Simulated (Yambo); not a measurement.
G0W0@PBEsol for Ca2Si (space group Fm-3m, No. 225) in Yambo (4×4×4 mesh, 8 Ry block, plasmon pole, screening fixed), without a terminator:

| bands N in G | gap X → X (eV) | shift of the valence edge (eV) |
|---|---|---|
| 56 | 1.050 | -0.333 |
| 101 | 1.120 | -0.547 |
| 164 | 1.146 | -0.629 |

Task: Extrapolate both columns to infinite N with E(N) = E∞ + A/N, test the form, and compare with the terminator.

Result: From two points, E∞ = (N2 E2 − N1 E1)/(N2 − N1). The two largest N give 1.19 eV for the gap and -0.76 eV for the shift; the two smallest give 1.21 eV and -0.81 eV. For the gap the slopes A are -8.8 and -6.8 eV: the form isn't reached, and its limit is uncertain. For the shift the slopes A are 27 and 22 eV: the form isn't reached, and its limit is uncertain. With the Bruneval-Gonze terminator and 164 bands the run gives 1.14 eV and -0.68 eV, 0.04 eV and 0.08 eV from the extrapolated values: the terminator too is an estimate of the remainder. Block, mesh and the bands in W are held fixed. In the run with 164 bands and a 8 Ry block, which covers more k points, the smallest G0W0 gap is 1.05 eV, L → X.

Geometry relaxed with PBEsol; primitive cell a = 5.012 Å, b = 5.012 Å, c = 5.012 Å, α = 60.00°, β = 60.00°, γ = 60.00°.

The structure is a Materials Project entry; no match was found in the copy of COD used, and its stability was not checked.

A shift is the quasiparticle energy of the state minus its PBEsol energy.
